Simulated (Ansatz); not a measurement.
MgS:
```cif
data_Mg4S4
_chemical_formula_sum 'S4 Mg4'
_space_group_name_H-M_alt 'F-43m'
_space_group_IT_number 216
_space_group_name_Hall 'F -4 2 3'
_cell_length_a 5.59367
_cell_length_b 5.59367
_cell_length_c 5.59367
_cell_angle_alpha 90.000
_cell_angle_beta 90.000
_cell_angle_gamma 90.000
loop_
_atom_site_label
_atom_site_type_symbol
_atom_site_symmetry_multiplicity
_atom_site_Wyckoff_symbol
_atom_site_fract_x
_atom_site_fract_y
_atom_site_fract_z
_atom_site_occupancy
S1 S 4 c 0.25000 0.25000 0.25000 1
Mg1 Mg 4 a 0.00000 0.00000 0.00000 1
```
(The calculation used a cell of 2 atoms; values per cell refer to that cell.)

Relaxed with LDA.

### Question
Give the optical modes at the zone centre with their infrared and Raman activity from DFPT, LDA (plane waves, PAW; program Ansatz).

### Answer
Transverse frequencies, without the LO–TO term; a row sums one degenerate level.

```
ω (cm⁻¹)  degeneracy  IR ((D/Å)²/amu)  Raman (Å⁴/amu)  activity  symmetry
--------  ----------  ---------------  --------------  --------  --------
343                3            17.51             8.2  IR+Raman        T2
```

### Question
How high does the top mode go among those that the LO–TO term moves?

### Answer
431 cm⁻¹ for q along x.

The cell is a constructed one: a structure type filled with these elements; the Crystallography Open Database copy checked does not list it. COD files the formula under space group No. 225, so this cell is another polymorph or a model. Whether it is the stable phase at ambient conditions was not checked. Symmetry was held in the LDA relaxation; phonons on a q-mesh show no instability.

Potentials: the later of the program's two PAW sets.
